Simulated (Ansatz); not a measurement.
# Random displacements in Al

Method: DFT PBEsol, scalar-relativistic, plane waves, PAW (Ansatz 0.2.0). Cutoff 420 eV, Γ-centred 10×10×10 k-points, Gaussian smearing of 0.15 eV. No spin polarisation. Energies are free energies at this smearing, counted from the undisturbed cell; pressure is positive in compression.

The starting cell (as given, not relaxed at this level):

```yaml
crystal:
  lattice:
    - [-4.04796, 4.04796, 0.00000]
    - [-4.04796, 0.00000, 4.04796]
    - [0.00000, 4.04796, 4.04796]
  atoms:
    - { symbol: Al, position: [0.00000, 0.00000, 0.00000] }
    - { symbol: Al, position: [0.50000, 0.00000, 0.00000] }
    - { symbol: Al, position: [0.00000, 0.50000, 0.00000] }
    - { symbol: Al, position: [0.00000, 0.00000, 0.50000] }
    - { symbol: Al, position: [0.50000, 0.50000, 0.00000] }
    - { symbol: Al, position: [0.50000, 0.00000, 0.50000] }
    - { symbol: Al, position: [0.00000, 0.50000, 0.50000] }
    - { symbol: Al, position: [0.50000, 0.50000, 0.50000] }
```

The atoms are displaced (Å, in the unstrained cell):

```tsv
atom	ux	uy	uz
Al1	-0.048	0.065	0.000
Al2	0.134	-0.007	-0.067
Al3	-0.058	-0.062	-0.099
Al4	0.026	0.002	-0.020
Al5	-0.049	0.053	0.126
Al6	0.011	-0.014	0.056
Al7	-0.018	0.011	-0.002
Al8	0.002	-0.048	0.005
```

Strain (Voigt, engineering shear): (-0.0113, -0.0627, 0.0375, -0.1034, 0.0701, -0.0519).

**Question.** What are the energy change, the stress and the forces?

**Answer.** ΔE = 97.6 meV/atom; stress (xx, yy, zz, yz, xz, xy; compression positive) (4.85, 7.98, 2.54, 5.19, -2.57, 3.37) GPa.
```
atom Fx (eV/Å) Fy Fz
 Al1       0.47  -0.68  -0.09
 Al2      -1.39   0.22   0.84
 Al3       0.23   0.84   0.59
 Al4      -0.37  -0.28   0.44
 Al5       0.61  -0.44  -1.34
 Al6      -0.07  -0.26  -0.54
 Al7       0.37  -0.55  -0.40
 Al8       0.16   1.16   0.49
```

Cost: 1 run of about 2.1 core-minutes, on Intel Xeon Platinum 8175M (Skylake/Cascade Lake) (shared hosts).